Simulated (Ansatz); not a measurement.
Al2Cu:
```yaml
crystal:
  lattice:
    - [0.00000, 2.86718, 2.86718]
    - [2.86718, 0.00000, 2.86718]
    - [2.86718, 2.86718, 0.00000]
  atoms:
    - { symbol: Al, position: [0.25000, 0.25000, 0.25000] }
    - { symbol: Al, position: [0.75000, 0.75000, 0.75000] }
    - { symbol: Cu, position: [0.50000, 0.50000, 0.50000] }
```

Relaxed with r²SCAN.

Problem. Tabulate the valence density and the electron localisation function along the shortest Al–Cu contact (2.48 Å), r²SCAN (plane waves, PAW; program Ansatz).

Solution. 

```csv
distance from Al (Å),density (e/Å³),ELF
0.25,0.06,0.07
0.37,0.07,0.02
0.50,0.10,0.04
0.62,0.15,0.19
0.74,0.21,0.49
0.87,0.25,0.66
0.99,0.28,0.69
1.12,0.30,0.65
1.24,0.32,0.53
1.37,0.37,0.36
1.49,0.46,0.24
1.61,0.73,0.20
1.74,1.50,0.20
1.86,3.45,0.24
1.99,8.34,0.35
2.11,19.37,0.57
2.23,38.41,0.79
```

The density is the valence pseudo-density with augmentation charge, so density and ELF within about 1 Å of a nucleus are not all-electron values.

Space group Fm-3m (fluorite or antifluorite type). The workflow started from a Materials Project entry (that database holds measured and hypothetical structures alike); the Crystallography Open Database copy checked does not list it. It is not the phase usual at ambient conditions (space group No. 140). The cell was relaxed with r²SCAN under the symmetry of its start; whether a distortion lowers the energy is not shown. The run is not spin-polarised.

Potentials: the later of the program's two PAW sets.
